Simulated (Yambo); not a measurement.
Yambo run on SrTiO$_{3}$ (cubic perovskite, space group Pm-3m, No. 221). The wavefunctions are norm-conserving LDA (Quantum ESPRESSO, 84 Ry, no spin-orbit coupling) ones on a 4×4×4 mesh (20 occupied bands); a = 3.9127 Å, b = 3.9127 Å, c = 3.9127 Å, α = 90.00°, β = 90.00°, γ = 90.00°.

Yambo input:

```
rim_cut
gw0
dyson
el_el_corr
HF_and_locXC
ppa
em1d
RandQpts= 1000000
RandGvec= 1 Ry
EXXRLvcs= 84 Ry
VXCRLvcs= 336 Ry
Chimod= "HARTREE"
% BndsRnXp
 2 | 67 |
%
NGsBlkXp= 5 Ry
% LongDrXp
 1.0 | 1.0 | 1.0 |
%
PPAPntXp= 27.2114 eV
% GbndRnge
 1 | 67 |
%
GTermKind= "BG"
DysSolver= "n"
ExtendOut
% QPkrange
 1 | 1 | 20 | 21 |
 10 | 10 | 20 | 20 |
%
```

k points by index: 1 = Γ, 10 = R.

The o-*.qp file then holds:

```
#    K-point    Band    Eo [eV]    E [eV]    E-Eo [eV]    Vxc [eV]    Vnlxc [eV]    Sc|Eo [eV]    Sc|E [eV]    dSc/dw|Eo [eV]    Re(Z)    Im(Z)
#
    1    20    -0.361701    -0.570581    -0.208881    -20.28133    -25.21755    4.665978    4.727346    -7.989420    0.773030    -0.001421
    1    21    1.798352    3.282900    1.484548    -18.86224    -11.46866    -5.493068    -5.909036    -7.623704    0.781146    -0.001507
    10    20    0.000000    -0.207997    -0.207997    -19.92367    -25.02173    4.827413    4.890060    -8.190430    0.768641    -0.001453
```
(The two width columns are left out.) Convergence of these settings isn't established.

Geometry of the Materials Project entry, not relaxed at this level.
